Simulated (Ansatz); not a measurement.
Relaxed PtS2 (CdI2 type):

```xyz
3
Lattice="3.5525 0.0000 0.0000 -1.7762 3.0765 0.0000 0.0000 0.0000 5.1275" Properties=species:S:1:pos:R:3 pbc="T T T"
Pt     0.0000     0.0000     0.0000
S      0.0000     2.0510     1.2259
S      1.7762     1.0255     3.9016
```

In this cell atom 2 (S, nearest neighbour Pt at 2.389 Å; its periodic images, 3.6 Å or more away, move with it) is moved by s along Cartesian x, unit vector (1.000, 0.000, 0.000); all other atoms and the cell stay fixed.

Calculation: r2SCAN+rVV10 (plane waves to 500 eV, PAW, scalar-relativistic; Ansatz, a program for electronic structure). k mesh 9×9×5 (Γ-centred), Fermi-Dirac smearing 0.05 eV. As the smearing reaches across the gap at some points, energies and forces of such displacements shift with the k mesh and the smearing. F∥ is the force on the atom along that direction. PtS2 is run without spin polarisation. PtS2 was relaxed with its symmetry unable to fall. Spin-orbit coupling is left out, though Pt is heavy. The PAW data are Ansatz's earlier set. 

```
s (Å)   F∥ (eV/Å)
------  ---------
-0.720      7.329
-0.576      5.991
-0.432      4.412
-0.288      2.876
-0.144      1.415
0.000       0.000
0.144      -1.415
0.288      -2.876
0.432      -4.412
0.576      -5.991
0.720      -7.329
```

Q: What is the force constant k = d²E/ds² of this move at s = 0?

A: 9.77 eV/Å². The forces along the line at the two nearest points give (1.415 − (-1.415)) / (2·0.144) = 9.83 eV/Å²; the next pair corrects for the finite step.

(A displaced cell: forces are minus the slopes of the energy, force constants its curvatures, and phonons follow from these.)
